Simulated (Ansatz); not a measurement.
**YNi5 (P6/mmm): electronic heat capacity from the density of states**

Theory: Ansatz, DFT PBEsol, scalar-relativistic, plane waves, PAW.

Cutoff 420 eV; k points 12×12×10 on the computed 6-atom cell (Γ-centred); Gaussian smearing, width 0.10 eV; collinear spin from starting moments 0 0.29 0.29 0.38 0.38 0.38 μB.

Relaxed cell: P6/mmm, a = 4.811 Å, b = 4.811 Å, c = 3.900 Å, α = 90.00°, β = 90.00°, γ = 120.00°, 6 atoms in the primitive cell. Whether it is the stable form of this composition wasn't checked.

The density of states at the Fermi level is 4.329 states/eV in the cell of 6 atoms (1 formula unit; both spins, tetrahedra on a 18×18×15 mesh). The run ends with a moment of 1.38 μB a cell (largest on a site 0.35 μB), and the figure is for this state; a paramagnetic sample can have a quite different one. Another magnetic order, if the compound takes it, can change N(E_F) and the shape of the cell a good deal.

Task: What Sommerfeld coefficient does this give?

Result: Per formula unit N(E_F) = 4.329 states/eV. γ = (π²/3) k_B² N(E_F) N_A = 2.357 mJ/(mol K²) per state/eV, so γ = 10.2 mJ/(mol K²), a mole of formula units. This is the bare band result: a measured γ of the same phase and magnetic order is as a rule larger by a factor 1 + λ from phonons and spin fluctuations. N(E_F) at one energy is sensitive to the mesh where the density of states has sharp peaks.

Only this magnetic start was tried.

Cost: 1 run of about 4.8 core-minutes, on Arm Neoverse V1 (shared hosts).